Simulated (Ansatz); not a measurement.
Total density of states per atom from plane-wave PAW PBEsol (Ansatz code), in 0.25 eV bins, energy from the valence-band maximum:

```tsv
E (eV)	states/eV/atom
-7.85	0.26
-7.60	0.27
-7.35	0.28
-7.10	0.29
-6.85	0.31
-6.60	0.34
-6.35	0.39
-6.10	0.39
-5.85	0.38
-5.60	0.38
-5.35	0.37
-5.10	0.36
-4.85	0.36
-4.60	0.35
-4.35	0.34
-4.10	0.34
-3.85	0.33
-3.60	0.33
-3.35	0.32
-3.10	0.31
-2.85	0.28
-2.60	0.22
-2.35	0.18
-2.10	0.16
-1.85	0.13
-1.60	0.12
-1.35	0.10
-1.10	0.08
-0.85	0.07
-0.60	0.05
-0.35	0.04
-0.10	0.01
0.15	0.00
0.40	0.00
0.65	0.00
0.90	0.00
1.15	0.00
1.40	0.00
1.65	0.00
1.90	0.00
2.15	0.00
2.40	0.00
2.65	0.00
2.90	0.00
3.15	0.00
3.40	0.00
3.65	0.00
3.90	0.00
4.15	0.02
4.40	0.05
4.65	0.08
4.90	0.12
5.15	0.15
5.40	0.18
5.65	0.21
5.90	0.24
6.15	0.25
6.40	0.27
6.65	0.29
6.90	0.31
7.15	0.33
7.40	0.36
7.65	0.40
7.90	0.49
8.15	0.56
8.40	0.43
8.65	0.41
8.90	0.46
```

Problem. Pick the material that matches.
(A) C, diamond
(B) SiC, zinc blende
(C) SnMo2C, P6_3/mmc (Sn on 2d, Mo on 4f, C on 2a)
(D) TiC, rock salt

Solution. A, C, diamond. Top 1 eV of the valence band: C 2p 98 %. Bottom 1 eV of the conduction band: C 2p 51 %, C 2s 40 %, outside the projected shells 9 %. Projections are on Löwdin-orthogonalised atomic valence shells; empty p or d shells of many metals are not among them.

Space group Fd-3m (diamond). The cell was relaxed with PBEsol under the symmetry of its start.

Potentials: the earlier of the program's two PAW sets. The files were generated under PBE; for other functionals the program regenerates the frozen cores, and for LDA and PBEsol the local potential too.
